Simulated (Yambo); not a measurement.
Yambo run on CdClOH (space group P6_3mc, No. 186). The wavefunctions come from this Quantum ESPRESSO step (PBEsol, PseudoDojo standard norm-conserving files, scalar-relativistic):

```
&CONTROL
  calculation = 'nscf'
  pseudo_dir = './pseudo'
  outdir = './out'
/
&SYSTEM
  ibrav = 0
  nat = 8
  ntyp = 4
  ecutwfc = 102.0
  ecutrho = 408.0
  occupations = 'fixed'
  force_symmorphic = .true.
  nbnd = 194
/
&ELECTRONS
  conv_thr = 8e-09
  diago_full_acc = .true.
  diago_thr_init = 1e-08
/
ATOMIC_SPECIES
H 1.0080 H.upf
O 15.9990 O.upf
Cl 35.4500 Cl.upf
Cd 112.4140 Cd.upf
CELL_PARAMETERS angstrom
  3.696978004132   0.000000000000   0.000000000000
 -1.848489002066   3.201676868810   0.000000000000
  0.000000000000   0.000000000000  10.184928723000
ATOMIC_POSITIONS crystal
H   0.000000000000   0.000000000000   0.317158448100
H   0.000000000000   0.000000000000   0.817158448100
O   0.000000000000   0.000000000000   0.412709255200
O   0.000000000000   0.000000000000   0.912709255200
Cl   0.666666666667   0.333333333333   0.158397921300
Cl   0.333333333333   0.666666666667   0.658397921300
Cd   0.666666666667   0.333333333333   0.491324375400
Cd   0.333333333333   0.666666666667   0.991324375400
K_POINTS automatic
3 3 1 0 0 0
```

Yambo input:

```
rim_cut
gw0
dyson
el_el_corr
HF_and_locXC
ppa
em1d
RandQpts= 1000000
RandGvec= 1 Ry
EXXRLvcs= 102 Ry
VXCRLvcs= 408 Ry
Chimod= "HARTREE"
% BndsRnXp
 9 | 193 |
%
NGsBlkXp= 7 Ry
% LongDrXp
 1.0 | 1.0 | 1.0 |
%
PPAPntXp= 27.2114 eV
% GbndRnge
 1 | 193 |
%
GTermKind= "BG"
DysSolver= "n"
ExtendOut
% QPkrange
 1 | 1 | 34 | 35 |
 3 | 3 | 34 | 35 |
%
```

k points by index: 1 = Γ, 3 = K.

The o-*.qp file then holds:

```
#    K-point    Band    Eo [eV]    E [eV]    E-Eo [eV]    Vxc [eV]    Vnlxc [eV]    Sc|Eo [eV]    Sc|E [eV]    dSc/dw|Eo [eV]    Re(Z)    Im(Z)
#
    1    34    0.000000    -1.177573    -1.177573    -18.10765    -22.90902    3.328138    3.623806    -6.831627    0.799322    -0.001217
    1    35    2.386885    3.200685    0.813800    -11.88640    -7.511011    -3.407997    -3.561587    -5.135132    0.841245    -0.992046E-3
    3    34    -0.296492    -1.427028    -1.130536    -17.62378    -22.32927    3.291303    3.574960    -6.826794    0.799435    -0.001224
    3    35    5.846118    7.231124    1.385006    -14.80695    -9.484538    -3.642235    -3.937409    -5.798902    0.824329    -0.001096
```
(The two width columns are left out.) Convergence of these settings isn't established.

Spin-orbit coupling is not included.

Geometry relaxed with PBE+D3(BJ).
